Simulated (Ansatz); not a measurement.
The end of the path is a generated cell of MoRu: the first start was made by placing the elements on the sites of a structure type, and the end was not matched to a known phase here, so it may be hypothetical.

A geometry of MoRu away from equilibrium: step 12 of the relaxation of a generated cell, MoRu built in the AFLOW prototype AB_hP8_194_ad_f (B_i, as in TiAs). Method: PBEsol (plane waves to 420 eV, PAW, scalar-relativistic; Ansatz, a quantum-chemistry and plane-wave program). Γ-centred k-mesh 11×11×3 on the run's cell (coarser than for final values), Fermi–Dirac smearing 0.05 eV.

```xyz
8
Lattice="2.8649 0.0000 0.0000 -1.4325 2.4811 0.0000 0.0000 0.0000 15.7904" Properties=species:S:1:pos:R:3:forces:R:3 pbc="T T T" free_energy=-42852.915 pressure_GPa=15.2
Mo     0.0000     1.6541     1.9765    0.0000    0.0000    0.0096
Mo     1.4325     0.8270     9.8717    0.0000    0.0000    0.0096
Mo     1.4325     0.8270    13.8140    0.0000    0.0000   -0.0096
Mo     0.0000     1.6541     5.9188    0.0000    0.0000   -0.0096
Ru     0.0000     0.0000     0.0000    0.0000    0.0000    0.0000
Ru     0.0000     0.0000     7.8952    0.0000    0.0000    0.0000
Ru     0.0000     1.6541    11.8428    0.0000    0.0000    0.0000
Ru     1.4325     0.8270     3.9476    0.0000    0.0000    0.0000
```

Positions in Å, forces in eV/Å, free energy of the cell in eV (comparable only within this code, potentials and settings). Largest force: 0.01 eV/Å, on Mo1, Mo2, Mo3, Mo4 (atoms numbered as listed); the geometry lies 0.26 eV/atom above the end of its relaxation.

No spin polarisation in the result.

The run could not lose the symmetry of its start: the end is stationary, and may be a saddle point rather than a minimum.
